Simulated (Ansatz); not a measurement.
**Property card for ZrSi₆**

The calculation used DFT PBE, scalar-relativistic, plane waves, PAW in Ansatz.

Cutoff 420 eV; k points 8×8×8 on the computed 7-atom cell (Γ-centred); Gaussian smearing, width 0.10 eV; no spin polarisation.

The structure is relaxed at this level of theory with its symmetry kept, and needn't be the ground state of this composition.

```yaml
crystal:
  lattice:
    - [5.71225, 0.00000, 0.00000]
    - [0.00000, 5.71225, 0.00000]
    - [0.00000, 0.00000, 5.71225]
  atoms:
    - { symbol: Zr, position: [0.00000, 0.00000, 0.00000] }
    - { symbol: Si, position: [0.19851, 0.50000, 0.50000] }
    - { symbol: Si, position: [0.50000, 0.19851, 0.50000] }
    - { symbol: Si, position: [0.80149, 0.50000, 0.50000] }
    - { symbol: Si, position: [0.50000, 0.80149, 0.50000] }
    - { symbol: Si, position: [0.50000, 0.50000, 0.19851] }
    - { symbol: Si, position: [0.50000, 0.50000, 0.80149] }
```

Question: Formation energy from the elements' standard states (uncorrected)?

Answer: +1.355 eV/atom.

Question: Kohn–Sham band gap?

Answer: none (metal).

Question: Density of states at the Fermi level?

Answer: 7.0 states/eV per cell.

Question: Orbital (Löwdin) character within 0.5 eV of the Fermi level?

Answer: Zr 4d 61 %, Si 3p 21 %, Si 3s 8 %.

Question: Bader charge by site (e)?

Answer: Zr (1 in the cell) 0.73, Si (6 in the cell) -0.12.

Spin polarisation was left out, and a magnetic state may lie lower.

The cell was found from a structure generator's guess, not taken from experiment. Löwdin shares on free-atom orbitals overweight diffuse shells.
